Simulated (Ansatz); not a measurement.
HfO₂:
```yaml
crystal:
  lattice:
    - [5.54068, 0.00000, 0.00000]
    - [0.00000, 3.31669, 0.00000]
    - [0.00000, 0.00000, 6.46826]
  atoms:
    - { symbol: Hf, position: [0.75212, 0.25000, 0.10898] }
    - { symbol: Hf, position: [0.24788, 0.75000, 0.89102] }
    - { symbol: Hf, position: [0.74788, 0.75000, 0.60898] }
    - { symbol: Hf, position: [0.25212, 0.25000, 0.39102] }
    - { symbol: O, position: [0.97752, 0.75000, 0.34041] }
    - { symbol: O, position: [0.02248, 0.25000, 0.65959] }
    - { symbol: O, position: [0.52248, 0.25000, 0.84041] }
    - { symbol: O, position: [0.47752, 0.75000, 0.15959] }
    - { symbol: O, position: [0.86021, 0.75000, 0.92433] }
    - { symbol: O, position: [0.13979, 0.25000, 0.07567] }
    - { symbol: O, position: [0.63979, 0.25000, 0.42433] }
    - { symbol: O, position: [0.36021, 0.75000, 0.57567] }
```

Tensor components refer to the Cartesian frame of this cell.

Give the high-frequency dielectric tensor and the Born effective charge tensors of the independent atoms from DFPT, the program Ansatz at the r²SCAN level (PAW).


ε∞:
```
5.37  0.00  0.00
0.00  5.24  0.00
0.00  0.00  5.34
```
Z* of atom 1 (Hf), rows: field, columns: displacement, in e:
```
 5.06   0.00  -0.02
 0.00   4.98   0.00
-0.09   0.00   5.08
```
Z* of atom 5 (O), rows: field, columns: displacement, in e:
```
-2.62   0.00   0.08
 0.00  -2.63   0.00
-0.05   0.00  -2.36
```
Z* of atom 9 (O), rows: field, columns: displacement, in e:
```
-2.43   0.00   0.21
 0.00  -2.35   0.00
 0.22   0.00  -2.73
```

Static charges for comparison (Bader): Hf1 +2.71, O5 -1.37, O9 -1.34 e. Born charges measure polarisation by displacement and can exceed these by far.

Space group Pnma. The workflow started from a Materials Project entry (that database holds measured and hypothetical structures alike); the Crystallography Open Database copy checked does not list it. It is not the phase usual at ambient conditions (space group No. 14, 29). The cell was relaxed with r²SCAN under the symmetry of its start; whether a distortion lowers the energy is not shown. No spin polarisation was allowed. Scalar-relativistic: spin–orbit coupling is off unless named, which matters more the heavier the elements.

Potentials: the later of the program's two PAW sets.
